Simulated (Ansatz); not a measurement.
## KZnBH4Cl2: Field gradients at the nuclei

The cell is a Materials Project structure (computed, not necessarily an observed phase), atoms as given.

Space group P2_1/m (No. 11); a = 6.8798, b = 6.1854, c = 8.0458 Å, β = 101.36°.

| site | Wyckoff | site symmetry | x | y | z |
| --- | --- | --- | --- | --- | --- |
| K | 2e | m | 0.5085 | 0.2500 | 0.2538 |
| Zn | 2e | m | 0.9732 | 0.2500 | 0.6619 |
| B | 2e | m | 0.1963 | 0.2500 | 0.8983 |
| H7 | 2e | m | 0.3713 | 0.2500 | 0.8977 |
| H9 | 4f | 1 | 0.1311 | 0.0794 | 0.8227 |
| H13 | 2e | m | 0.1407 | 0.2500 | 0.0325 |
| Cl15 | 2e | m | 0.0379 | 0.2500 | 0.3985 |
| Cl17 | 2e | m | 0.6478 | 0.2500 | 0.6642 |

One atom of each set is listed.

All values are calculated (Ansatz; DFT, PBE, plane waves and PAW, scalar-relativistic, 420 eV cutoff, Γ-centred 5×5×4 k-points, Fermi–Dirac smearing 0.05 eV), not measured.

V_zz is the principal component of the electric field gradient with the largest magnitude, η = (V_xx − V_yy)/V_zz and C_Q = eQV_zz/h.

K-41: I = 3/2, Q = 73.40 mb; ⁶⁷Zn: I = 5/2, Q = 122.0 mb; B-10: I = 3, Q = 84.59 mb; H-2: I = 1, Q = 2.858 mb; ³⁵Cl: I = 3/2, Q = -81.12 mb. Nuclear quadrupole moments: year-2017 set (Pyykkö).

| site | atoms | first shell | V_xx, V_yy, V_zz (10²¹ V/m²) | η | C_Q (MHz) |
| --- | --- | --- | --- | --- | --- |
| K | 2 | 6 H at 2.79–3.48 Å, 5 Cl at 3.25–3.65 Å; also 1 B at 3.22 Å | 0.40, 0.76, -1.16 | 0.32 | -2.06 |
| Zn | 2 | 2 H at 1.85 Å, 2 Cl at 2.24–2.25 Å; also 1 B at 2.20 Å, 2 H at 2.98–3.01 Å, 2 Cl at 3.13 Å | -3.14, -6.59, 9.74 | 0.35 | 28.7 |
| B | 2 | 4 H at 1.21–1.26 Å, 1 Zn at 2.20 Å | 0.42, 0.56, -0.98 | 0.15 | -2.00 |
| H7 | 2 | 1 B at 1.21 Å | -0.93, -1.00, 1.93 | 0.04 | 0.133 |
| H9 | 4 | 1 B at 1.26 Å; also 1 Zn at 1.85 Å | -0.45, -0.98, 1.43 | 0.37 | 0.099 |
| H13 | 2 | 1 B at 1.21 Å | -0.86, -0.97, 1.83 | 0.06 | 0.126 |
| Cl15 | 2 | 1 Zn at 2.25 Å; also 2 Zn at 3.13 Å | -4.62, -6.84, 11.46 | 0.19 | -22.5 |
| Cl17 | 2 | 1 Zn at 2.24 Å; also 1 K at 3.25 Å | -5.30, -6.68, 11.98 | 0.12 | -23.5 |

At H7, H9 and H13 V_zz points along its bond to B (within 2°) in each case. At Cl15 and Cl17 V_zz points along its bond to Zn (within 2°) in each case.

The lattice is static: at room temperature BH₄ may turn and average the couplings of its hydrogen.

Hardware: 1 thread of Arm Neoverse V2 (aarch64; 8 cores open to the job, memory cap 2.5 GiB, no GPU), a shared host with a load of 0.7 a core. Wall time 51 s, CPU time 51 s, peak memory 0.85 GiB.
